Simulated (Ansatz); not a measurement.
The relaxed structure here is a generated cell of BaTe2: the first start was made by placing the elements on the sites of a structure type, and the end was not matched to a known phase here, so it may be hypothetical.

The start is a generated trial cell of BaTe2 in the AFLOW prototype AB2_hP12_194_f_ah (C14, as in MgZn2). The structure is fully relaxed (lattice and positions, P = 0) with r2SCAN (plane waves to 500 eV, PAW, scalar-relativistic; Ansatz, a first-principles code). First-step values are on the input's coarse k-mesh.

Ansatz input (later rounds restart from its end on a renewed k-mesh):
Ansatz 0.2 input:
```yaml
crystal:
  lattice:
    - [6.9631274, 0, 0]
    - [-3.4815637, 6.0302452, 0]
    - [0, 0, 11.4199021]
  atoms:
    - { symbol: Ba, position: [0.33333333, 0.66666667, 0.06286] }
    - { symbol: Ba, position: [0.66666667, 0.33333333, 0.56286] }
    - { symbol: Ba, position: [0.66666667, 0.33333333, 0.93714] }
    - { symbol: Ba, position: [0.33333333, 0.66666667, 0.43714] }
    - { symbol: Te, position: [0, 0, 0] }
    - { symbol: Te, position: [0, 0, 0.5] }
    - { symbol: Te, position: [0.830485, 0.169515, 0.25] }
    - { symbol: Te, position: [0.66097, 0.830485, 0.75] }
    - { symbol: Te, position: [0.830485, 0.66097, 0.25] }
    - { symbol: Te, position: [0.169515, 0.830485, 0.75] }
    - { symbol: Te, position: [0.33903, 0.169515, 0.25] }
    - { symbol: Te, position: [0.169515, 0.33903, 0.75] }
basis: { ecutwfc: 500, ecutrho_ratio: 4, xc_grid: 4, fft_grid_basis: typed }
kpoints: { mp_grid: { grid: [3, 3, 2] } }
hamiltonian:
  xc: r2scan
  dispersion: none
  pseudopotentials: { kind: paw }
scf: { occupations: { method: fermi_dirac, width: 0.05 } }
relax: { f_tol: 0.01, max_steps: 100, cell: { stress_tol: 0.02 } }
output: { forces: true, stress: true }
```

Question: How large is the pressure on the unrelaxed cell, and of which sign?

Answer: -3 GPa (negative: the cell is under tension).

Question: By how much does the energy per atom fall from start to end?

Answer: 0.34 to 0.35 eV/atom (the two k-meshes of the run give this range).

Question: How does the volume per atom move from start to end?

Answer: +7.9 %, from 39.96 to 43.10 Å³/atom.

Question: How do the shortest distances between atoms change?

Answer: The closest pairs of elements (up to four, under 3.6 Å), start → end: Te–Te 3.42 → 3.00 Å.

Question: Give the final cell and atomic positions.

Answer: 
Space group P6₃/mmc (No. 194); a = 6.0085 Å, b = 6.0085 Å, c = 16.5425 Å, α = 90.00°, β = 90.00°, γ = 120.00°

| atom | site | symmetry | x | y | z |
|---|---|---|---|---|---|
| Ba | 4f | 3m. | 0.3333 | 0.6667 | 0.1099 |
| Te | 2a | -3m. | 0.0000 | 0.0000 | 0.0000 |
| Te | 6h | mm2 | 0.3329 | 0.1664 | 0.2500 |

The space group stays P6₃/mmc (No. 194) (the run could not lower it), with 12 atoms in the primitive cell. Final values are on a 7×7×3 k-mesh of the relaxed cell. No spin polarisation in the result.

The run could not lose the symmetry of its start: the end is stationary, and may be a saddle point rather than a minimum.
